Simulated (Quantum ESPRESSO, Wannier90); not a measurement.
# Wannier functions of Ta$_{2}$Si (I4/mcm)

```
begin unit_cell_cart
ang
   -3.0877650000    3.0877650000    2.5236400000
    3.0877650000   -3.0877650000    2.5236400000
    3.0877650000    3.0877650000   -2.5236400000
end unit_cell_cart
begin atoms_frac
Ta  -0.3364100000 -0.1635900000  0.5000000000
Ta   0.3364100000  0.1635900000  0.5000000000
Ta  -0.1635900000  0.3364100000  0.1728200000
Ta   0.1635900000 -0.3364100000 -0.1728200000
Si   0.2500000000  0.2500000000  0.0000000000
Si  -0.2500000000 -0.2500000000  0.0000000000
end atoms_frac
```

Structure: Materials Project mp-2783, symmetrised, not relaxed again. Not found in the COD (Crystallography Open Database) copy used; not checked further. Level: PBEsol, no spin polarisation, no spin-orbit coupling; pw.x of Quantum ESPRESSO at 47 Ry with PseudoDojo potentials, 4×4×4 k-points, Wannier90. Density: 8×8×8 mesh, cold smearing 0.01 Ry. Spin-orbit coupling is left out although heavy elements are present.

A tight-binding model is made by disentanglement and projection with no localisation steps (num_iter = 0), so the 44 orbitals stay atom-like: hydrogen-like Ta: s;p;d; Si: s;p, axes along x, y, z; frozen window up to 1.50 eV relative to the Fermi level. It follows pw.x to 41 meV rms for states up to 1.0 eV relative to the Fermi level. Matrix elements depend on this choice of orbitals and windows.

What are the on-site energies relative to the Fermi level, and how fast do the hoppings decay?


```csv
atom,orbitals,energy (eV)
Ta1,s,4.08
Ta1,pz,10.85
Ta1,px py,10.59
Ta1,dz2,1.90
Ta1,dxz dyz,1.87
Ta1,dx2-y2,1.72
Ta1,dxy,1.92
Ta2,s,4.08
Ta2,pz,10.85
Ta2,px py,10.59
Ta2,dz2,1.90
Ta2,dxz dyz,1.87
Ta2,dx2-y2,1.72
Ta2,dxy,1.92
Ta3,s,4.08
Ta3,pz,10.87
Ta3,px py,10.59
Ta3,dz2,1.90
Ta3,dxz dyz,1.87
Ta3,dx2-y2,1.72
Ta3,dxy,1.92
Ta4,s,4.08
Ta4,pz,10.87
Ta4,px py,10.59
Ta4,dz2,1.90
Ta4,dxz dyz,1.87
Ta4,dx2-y2,1.72
Ta4,dxy,1.92
Si5,s,-2.93
Si5,pz,3.35
Si5,px py,4.12
Si6,s,-2.93
Si6,pz,3.35
Si6,px py,4.12
```

```tsv
distance of the centres (Å)	largest modulus (eV)
2–3	3.0
3–4	1.6
4–5	0.28
5–6	0.58
6–7	0.16
```
